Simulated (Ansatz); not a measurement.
Start of a relaxation of SnH:

```
CELL_PARAMETERS angstrom
4.60000 0.00000 0.00000
-2.30000 3.98372 0.00000
0.00000 0.00000 10.00000
ATOMIC_POSITIONS crystal
Sn 0.00000 0.00000 0.45100
Sn 0.33333 0.66667 0.04900
Sn 0.66667 0.33333 0.54900
Sn 0.00000 0.00000 0.95100
H 0.00000 0.00000 0.27800
H 0.33333 0.66667 0.22200
H 0.66667 0.33333 0.72200
H 0.00000 0.00000 0.77800
```

Method: Ansatz 0.2.0, DFT PBE, scalar-relativistic, plane waves, PAW. Cutoff 420 eV, Gaussian smearing, Γ-centred meshes. Cell and atoms relax first on a coarse mesh, the cell is then made exact in the group found at 0.06 to 0.08 Å, and last on a converged mesh; the steps can't lower the symmetry of their start. No spin polarisation.

A guess keeps its type if space group and coordination stay and the shape of the cell changes little (axis ratios within about 15 %, angles within 6°); the volume may change.

**Question.** Does it keep its structure type, or change into something else?

**Answer.** It keeps its type. The symmetry stays P6_3mc (No. 186). The volume per atom grows by 20.0 %, from 22.9 to 27.5 Å³. The shortest distance goes from 1.73 Å (Sn–H) to 1.74 Å (Sn–H). The ratio c/a of the conventional cell changes by a factor of 1.11. Counting neighbours within 15 % of an atom's shortest distance, the start has H 1, Sn 1 and the end H 1, Sn 1.

The last run used a 12×12×4 mesh (in the run's order of axes) for its 8-atom cell and Gaussian smearing of 0.01 eV. Weakly bound directions are ill-defined at this level, which has no dispersion term. A later test with randomly moved atoms came back to the same energy, though modes that don't fit the test's cell weren't probed. Another cell of the same search, in P2/m, lies 66 meV/atom lower, so this cell isn't the stable form at this level.
